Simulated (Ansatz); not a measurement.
**InSe at a changed volume — electric field gradients**

The cell is a COD entry, relaxed with PBE at fixed cell and then changed (volume scaled by 0.98, ions relaxed).

Space group P6_3/mmc (No. 194); a = 4.0228, c = 16.8164 Å, γ = 120.00°.

| site | Wyckoff | site symmetry | x | y | z |
| --- | --- | --- | --- | --- | --- |
| In | 4f | 3m. | 0.3333 | 0.6667 | 0.1669 |
| Se | 4f | 3m. | 0.3333 | 0.6667 | 0.5903 |

One atom of each set is listed.

Level of theory: DFT, PBE, plane waves and PAW, scalar-relativistic, 420 eV cutoff, Γ-centred 13×13×3 k-points, Fermi–Dirac smearing 0.05 eV (Ansatz 0.2.0).

V_zz is the principal component of the electric field gradient with the largest magnitude, η = (V_xx − V_yy)/V_zz and C_Q = eQV_zz/h.

¹¹⁵In: I = 9/2, Q = 772.0 mb. Quadrupole moments are those of Pyykkö's year-2017 table.

Q: Which values are expected at the nuclei?

A: 

| site | atoms | first shell | V_zz (10²¹ V/m²) | η | C_Q (MHz) |
| --- | --- | --- | --- | --- | --- |
| In | 4 | 3 Se at 2.66 Å; also 1 In at 2.79 Å | -10.98 | 0.00 | -205 |
| Se | 4 | 3 In at 2.66 Å | -6.17 | 0.00 | – |

An axis of threefold or higher order runs through In and Se, so V_zz lies along it and η is zero.

Se has no stable isotope with a ground-state quadrupole moment in the table, so no C_Q is given.

Without spin–orbit coupling (the program notes it for In) the gradients can shift somewhat, as the gap is small. With a gap of 0.4 eV on this mesh, the gradients can still move by some per cent as the k-mesh gets denser.
